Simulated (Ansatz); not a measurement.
Data:

Te:
```yaml
crystal:
  lattice:
    - [4.62501, 0.00000, 0.00000]
    - [-2.31251, 4.00538, 0.00000]
    - [0.00000, 0.00000, 5.90278]
  atoms:
    - { symbol: Te, position: [0.25327, 0.00000, 0.33333] }
    - { symbol: Te, position: [0.00000, 0.25327, 0.66667] }
    - { symbol: Te, position: [0.74673, 0.74673, 0.00000] }
```

This is the r²SCAN-relaxed structure.

Problem. All from DFT-r²SCAN in the program Ansatz with PAW potentials, unless another level is named. Estimate the smallest direct gap on the standard path.

Solution. 0.60 eV.

Problem. And the band gap?

Solution. 0.55 eV (indirect).

Problem. Give the conduction-band minimum.

Solution. at H (2 equivalent valleys).

Problem. Next, the valence-band maximum?

Solution. on the L–H line, 77 % of the way from L.

Space group P3_121 (trigonal Se type). Symmetry was held in the r²SCAN relaxation. A crystal of weakly bound chains computed without a dispersion correction: the cell and the soft elastic constants depend strongly on that. Scalar-relativistic: spin–orbit coupling is off unless named, which matters more the heavier the elements.

Potentials: the later of the program's two PAW sets.
